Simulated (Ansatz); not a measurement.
Relaxed-ion elastic tensor of CaTaS₂ in space group P-3m1 (No. 164; S on 2d, Ta on 1a, Ca on 1b) in GPa (Voigt order), PBE+D3(BJ) (plane waves, PAW; program Ansatz); density 6.63 g/cm³, 17.85 Å³ per atom.

|  | 1 | 2 | 3 | 4 | 5 | 6 |
|---|---|---|---|---|---|---|
| 1 | 139 | 70.0 | 97.0 | 3.1 | 0.0 | 0.0 |
| 2 | 70.0 | 139 | 97.0 | -3.1 | 0.0 | 0.0 |
| 3 | 97.0 | 97.0 | 191 | 0.0 | 0.0 | 0.0 |
| 4 | 3.1 | -3.1 | 0.0 | 93.3 | 0.0 | 0.0 |
| 5 | 0.0 | 0.0 | 0.0 | 0.0 | 93.3 | 3.1 |
| 6 | 0.0 | 0.0 | 0.0 | 0.0 | 3.1 | 34.7 |

Is the crystal mechanically stable?

Yes: the smallest eigenvalue of C is 34.5 GPa.

Work out the Voigt, Reuss and Hill averages.

K_V = 111, K_R = 104, K_H = 107; G_V = 57.9, G_R = 45.1, G_H = 51.5 GPa.

Give Young's modulus, Poisson's ratio, Pugh's ratio and the universal anisotropy index.

E = 9KG/(3K + G) = 133 GPa; ν = 0.29; K/G = 2.09 (ductile by the Pugh limit of 1.75); A_U = 5G_V/G_R + K_V/K_R − 6 = 1.49.

Estimate the sound speeds and the Debye temperature.

v_l = √((K + 4G/3)/ρ) = 5150 m/s, v_t = √(G/ρ) = 2790 m/s, mean 3110 m/s; Θ = (h/k)(3n/4πV)^(1/3) v_m = 354 K.

Solve the Christoffel equation for the three sound speeds along x, y, z.

Eigenvalues of C_ijkl n_j n_l equal ρv². In km/s, slowest first: x 2.28, 3.75, 4.58; y 2.29, 3.75, 4.59; z 3.75, 3.75, 5.36.

How much does each axis shrink under pressure?

Linear compressibilities β_i = Σ_j S_ij (j = 1 to 3): x 4.4, y 4.4, z 0.73 per TPa.

The cell is a constructed one: a structure type filled with these elements; neither database checked (COD, Materials Project) lists it. Its standing as an ambient phase is unchecked. The PBE+D3(BJ) relaxation kept the symmetry of its start; of distortions, only those at the zone centre were tested. No spin polarisation was allowed. As this level gives no gap, shear constants depend on the k-mesh and smearing (Fermi–Dirac, 0.1 eV here). Spin–orbit coupling is left out wherever it is not named.

Potentials: the later of the program's two PAW sets.
